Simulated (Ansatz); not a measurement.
I:
Space group Cmce (No. 64); a = 7.5108 Å, b = 4.5891 Å, c = 9.7913 Å, α = β = γ = 90.00°

```
atom  site  symmetry       x       y       z
----  ----  --------  ------  ------  ------
I       8f       m..  0.0000  0.1589  0.1204
```
(The calculation used a cell of 4 atoms; values per cell refer to that cell.)

Relaxed with r²SCAN+D4 (plane waves, PAW; program Ansatz). Indices refer to the conventional cell of Cmce, a = 7.511 Å, b = 4.589 Å, c = 9.791 Å, α = β = γ = 90.00°.

Simulate the powder diffraction pattern (Cu Kα, λ = 1.54184 Å; lines above 1 %) up to 2θ = 90°.

Simulated powder pattern, Cu Kα, λ = 1.54184 Å (kinematic, ideal powder, no thermal factors, no anomalous dispersion; the 30 strongest lines at most, above 1 %, up to 2θ = 90°):

```
2θ (°)  d (Å)  I/Imax (%)    hkl
------  -----  ----------  -----
23.69   3.755          61  (200)
24.48   3.636          35  (111)
29.20   3.058         100  (112)
35.82   2.507         9.9  (113)
36.71   2.448          19  (004)
40.37   2.234          11  (021)
42.14   2.144         8.0  (311)
44.16   2.051          22  (204)
45.22   2.005          30  (312)
46.37   1.958         3.3  (220)
47.35   1.920          14  (221)
48.48   1.878         8.6  (400)
48.50   1.877         8.3  (023)
50.03   1.823         3.8  (313)
52.23   1.751         5.2  (115)
54.66   1.679          12  (223)
61.57   1.506          11  (116)
62.32   1.490         7.9  (404)
62.71   1.482         8.1  (131)
64.87   1.437         5.6  (421)
67.67   1.385         3.7  (225)
68.46   1.371         8.5  (512)
68.94   1.362         4.8  (133)
71.00   1.328         5.3  (423)
72.09   1.310         7.2  (316)
73.14   1.294         5.2  (331)
79.00   1.212         3.3  (333)
80.74   1.190         4.9  (135)
82.98   1.164         3.4  (208)
85.27   1.138         3.9  (227)
```

The cell was relaxed with r²SCAN+D4 under the symmetry of its start. Spin–orbit coupling is left out wherever it is not named.

Potentials: the later of the program's two PAW sets.
